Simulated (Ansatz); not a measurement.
Level of theory: Ansatz 0.2.0, DFT PBE, scalar-relativistic, plane waves, PAW. Settings: cutoff 420 eV, Γ-centred meshes spaced at most about 0.3 Å⁻¹, and about 0.25 Å⁻¹ or finer for metals (2π included), Gaussian smearing. No spin polarisation in the final relaxations.

All energies are static (0 K, no zero-point motion).

Two relaxed structures of LiGeN:

A.

```cif
data_structure
_symmetry_space_group_name_H-M 'Pmmm'
_symmetry_Int_Tables_number 47
_cell_length_a 3.1937
_cell_length_b 3.6122
_cell_length_c 9.8912
_cell_angle_alpha 90.000
_cell_angle_beta 90.000
_cell_angle_gamma 90.000
_cell_volume 114.11
loop_
_atom_site_label
_atom_site_type_symbol
_atom_site_symmetry_multiplicity
_atom_site_Wyckoff_symbol
_atom_site_fract_x
_atom_site_fract_y
_atom_site_fract_z
_atom_site_occupancy
Li1 Li 2 q 0.00000 0.00000 0.71295 1
Ge1 Ge 2 t 0.50000 0.50000 0.87650 1
N1 N 2 r 0.00000 0.50000 0.22514 1
```

B.

```cif
data_structure
_symmetry_space_group_name_H-M 'Cmcm'
_symmetry_Int_Tables_number 63
_cell_length_a 3.0146
_cell_length_b 9.7288
_cell_length_c 4.8586
_cell_angle_alpha 90.000
_cell_angle_beta 90.000
_cell_angle_gamma 90.000
_cell_volume 142.49
loop_
_atom_site_label
_atom_site_type_symbol
_atom_site_symmetry_multiplicity
_atom_site_Wyckoff_symbol
_atom_site_fract_x
_atom_site_fract_y
_atom_site_fract_z
_atom_site_occupancy
Li1 Li 4 c 0.50000 0.73430 0.25000 1
Ge1 Ge 4 b 0.50000 0.00000 0.00000 1
N1 N 4 c 0.00000 0.87906 0.25000 1
```

Question: Which form is favoured at zero pressure, and by what margin per atom?

Answer: A is lower, by 205 meV/atom. A has space group Pmmm (No. 47), 19.0 Å³/atom and no gap on its mesh; B has space group Cmcm (No. 63), 11.9 Å³/atom and no gap. Counting N atoms around Ge and Li (those within 1.25 times the shortest such distance or 1.15 times the sum of covalent radii, 1.27 where that leaves under three; the shortest distance is added where it exceeds 1.18 times the sum of covalent radii), A has Li 2, Ge 2 and B has Li 2, Ge 4 from 2.3 Å. A holds Ge–Ge pairs (shortest 2.44 Å); B holds Ge–Ge chains (shortest 2.43 Å). Even the lower one lies +0.06 eV/atom against the reference forms of the elements (uncorrected), a margin that errors in the energy of the gaseous reference can exceed. Both come from invented guesses. A third cell relaxed alike, in P6_3mc (a Materials Project cell), lies 0.35 eV/atom below the lower of the two.

No dispersion correction is applied, so the spacing and binding between layers, chains or molecules are poorly described (Pmmm), and this can change margins and order among such cells. Cells relaxed within their symmetry can be saddle points.
